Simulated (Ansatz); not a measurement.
**Notes on ZnGa₂As₂**

```yaml
crystal:
  lattice:
    - [4.21538, 0.00000, 0.00000]
    - [-2.10769, 3.65063, 0.00000]
    - [0.00000, 0.00000, 6.75860]
  atoms:
    - { symbol: Ga, position: [0.33330, 0.66670, 0.36944] }
    - { symbol: Ga, position: [0.66670, 0.33330, 0.63056] }
    - { symbol: As, position: [0.33330, 0.66670, 0.76793] }
    - { symbol: As, position: [0.66670, 0.33330, 0.23207] }
    - { symbol: Zn, position: [0.00000, 0.00000, 0.00000] }
```

Method: r2SCAN, no spin polarisation; PAW, plane waves to 500 eV, 7×7×4 Γ-centred mesh, cold occupations (width 0.0259 eV) (Ansatz 0.2.0), atoms fixed.

Problem. Metal or insulator?

Solution. It is a metal, with about 1 states/eV a cell as the mean within 0.25 eV of the Fermi level, mostly As p (29 %), Ga s (27 %) and Ga p (18 %).

Problem. Where is the largest force?

Solution. The largest is on Ga1 (and as large on other atoms): 0.17 eV/Å, components (0.00, 0.00, -0.17). It makes 69° with the line to a nearest neighbour, As4 at 2.60 Å.

Problem. What is the formation energy?

Solution. 0.04 eV an atom against the elements' usual phases (free molecules for gases, crystals otherwise, with no correction for O₂ or N₂), too near zero to call. Relaxing would lower it.

Problem. What does the stress say?

Solution. The pressure is -1.6 GPa (compression positive), so with the atoms held at these fractions the cell would first shrink.

Problem. How is the charge shared?

Solution. Bader charges in e: Zn +0.41, Ga +0.52, As -0.73. In the mean Ga gives up most and As takes most.

Origin: a known structure type with other elements, at an estimated volume, so it need not be a known compound.
